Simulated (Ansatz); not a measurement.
TaO2 in space group R-3m (No. 166; Ta on 3a, O on 6c) under volume change, PBE+D3(BJ) (plane waves, PAW; program Ansatz), shape and atoms relaxed at each volume.

```tsv
V (Å³/atom)	E − E(relaxed) (meV/atom)	P (GPa)
11.328	20.1	6.83
11.701	7.8	3.85
12.075	(withheld)	(withheld)
12.448	0.0	-0.01
12.822	(withheld)	(withheld)
13.195	4.6	-1.73
13.569	9.0	-2.08
```

Q: Complete the blanks.

A: 
- 12.822, E − E(relaxed) (meV/atom): 1.3
- 12.822, P (GPa): -1.04
- 12.075, E − E(relaxed) (meV/atom): 1.7
- 12.075, P (GPa): 1.54

Q: What does a third-order Birch–Murnaghan fit give for V₀, B₀ and B′?

A: V₀ = 12.45 Å³/atom, B₀ = 43.2 GPa, B′ = 12.0.

A made-up cell: these elements were put on the sites of a structure type; neither database checked (COD, Materials Project) lists it. Its standing as an ambient phase is unchecked. Symmetry was held in the PBE+D3(BJ) relaxation; its stability against distortions is not shown here. No spin polarisation was allowed. Spin–orbit coupling is left out wherever it is not named.

Potentials: the earlier of the program's two PAW sets.
